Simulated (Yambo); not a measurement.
Yambo run on CsBr (CsCl type, space group Pm-3m, No. 221). The wavefunctions are norm-conserving LDA (Quantum ESPRESSO, 48 Ry, scalar-relativistic) ones on a 4×4×4 mesh (8 occupied bands); a = b = c = 4.138 Å, α = β = γ = 90.00°.

Yambo input:

```
rim_cut
gw0
dyson
el_el_corr
HF_and_locXC
ppa
em1d
RandQpts= 1000000
RandGvec= 1 Ry
EXXRLvcs= 48 Ry
VXCRLvcs= 192 Ry
Chimod= "HARTREE"
% BndsRnXp
 1 | 33 |
%
NGsBlkXp= 10 Ry
% LongDrXp
 1.0 | 1.0 | 1.0 |
%
PPAPntXp= 27.2114 eV
% GbndRnge
 1 | 33 |
%
GTermKind= "BG"
DysSolver= "n"
ExtendOut
% QPkrange
 1 | 1 | 8 | 9 |
%
```

k points by index: 1 = Γ.

Table of the .qp output:

```
#    K-point    Band    Eo [eV]    E [eV]    E-Eo [eV]    Vxc [eV]    Vnlxc [eV]    Sc|Eo [eV]    Sc|E [eV]    dSc/dw|Eo [eV]    Re(Z)    Im(Z)
#
    1    8    0.000000    -1.129720    -1.129720    -12.84311    -16.54043    2.326513    2.567605    -5.806498    0.824139    -0.001327
    1    9    4.531842    5.755157    1.223315    -8.074738    -3.743838    -2.909852    -3.107585    -4.397975    0.860864    -0.001043
```
(The two width columns are left out.) Convergence of these settings isn't established.

Spin-orbit coupling is not included.

Geometry relaxed with LDA.
